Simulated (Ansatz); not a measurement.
## 119Sn Mössbauer parameters in SnO

Cell: a Materials Project structure (computed, not necessarily an observed phase).

```yaml
crystal:
  lattice:
    - [3.81370, 0.00000, 0.00000]
    - [0.00000, 3.81370, 0.00000]
    - [0.00000, 0.00000, 4.88691]
  atoms:
    - { symbol: Sn, position: [0.00000, 0.50000, 0.23537] }
    - { symbol: Sn, position: [0.50000, 0.00000, 0.76463] }
    - { symbol: O, position: [0.50000, 0.50000, 0.00000] }
    - { symbol: O, position: [0.00000, 0.00000, 0.00000] }
```

Atoms are numbered from 1 in the order listed; like atoms form one site, named after its first atom.

Level of theory: DFT, PBE, plane waves and PAW, scalar-relativistic, 420 eV cutoff, Γ-centred 9×9×7 k-points, Fermi–Dirac smearing 0.01 eV (Ansatz 0.2.0).

Isomer shifts (against SnO₂) follow from the electron density at the nucleus, δ = α(ρ − ρ₀), with α = 0.099 mm s⁻¹ a₀³ and ρ₀ = 183191.44 a₀⁻³ from a line fitted to 8 measured compounds at this level of theory (rms miss 0.12 mm/s). ΔE_Q = ½eQV_zz(1 + η²/3)^½ with Q = -0.132 b for the 23.9 keV state.

**Question.** What would the 119Sn spectrum's parameters be?

**Answer.** 

| site | atoms | first shell | ρ − ρ₀ (a₀⁻³) | δ (mm/s) | ΔE_Q (mm/s) | η |
| --- | --- | --- | --- | --- | --- | --- |
| Sn | 1, 2 | 4 O at 2.23 Å | 27.5 | 2.71 | 1.45 | 0.00 |

The shift of Sn is typical of Sn(II), and the large splitting points to a stereochemically active lone pair.

The largest force is 0.4 eV/Å, so the atoms aren't at the calculated equilibrium and relaxing them would move these values. Without spin–orbit coupling (the program notes it for Sn) the gradients can shift somewhat, as the gap is small. With a gap of 0.3 eV on this mesh, the gradients can still move by some per cent as the k-mesh gets denser.

The run took 16 s of wall time (16 s of CPU time) and 0.42 GiB at its peak, on 1 thread of Arm Neoverse N1 (aarch64; 36 cores open to the job, memory cap 3.0 GiB, no GPU), a shared host with a load of 0.8 a core.
